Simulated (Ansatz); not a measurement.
# Ionic part of the dielectric constant of CdC$_{2}$ at 42 GPa, mode by mode

Computed with DFT PBEsol, scalar-relativistic, plane waves, PAW (Ansatz). Plane waves to 420 eV; Γ-centred k mesh 8×8×8; fixed occupations. No spin polarisation. Phonons by linear response, acoustic sum rule imposed.

Symmetry: I4/mmm, No. 139, tetragonal system. The conventional cell has a = 3.359 Å, b = 3.359 Å, c = 5.547 Å, α = 90.00°, β = 90.00°, γ = 90.00°. Cd (site symmetry 4/mmm) is surrounded by 10 C at 2.15 to 2.46 Å. Around C (site symmetry 4mm) lie 1 C at 1.25 Å.

The cell was built by swapping an element in a database structure (itself possibly hypothetical) and relaxing; it need not be the stable form of this composition.

The primitive cell has V = 31.29 Å³ and ε∞,yy = 6.416. Each polar mode adds Δε = (4.92064×10⁷/V)·S/ν² along y, with S its oscillator strength in e²/amu, ν in cm⁻¹ and V in Å³.

Question: From these modes, find each Δε and ε0,yy.
```
ν (cm⁻¹) S_yy (e²/amu)
   189.5         0.3312
```

Answer:
```tsv
ν (cm⁻¹)	Δε
189.5	14.50
```

The sum is 14.503, so ε0,yy = 20.92; the run's tensor has 20.92.

Question: Where do the longitudinal modes lie for a wave vector along y?

Answer: At 342 cm⁻¹. The Lyddane–Sachs–Teller product Π(ν_LO/ν_TO)² = 3.26 matches ε0/ε∞ = 3.26.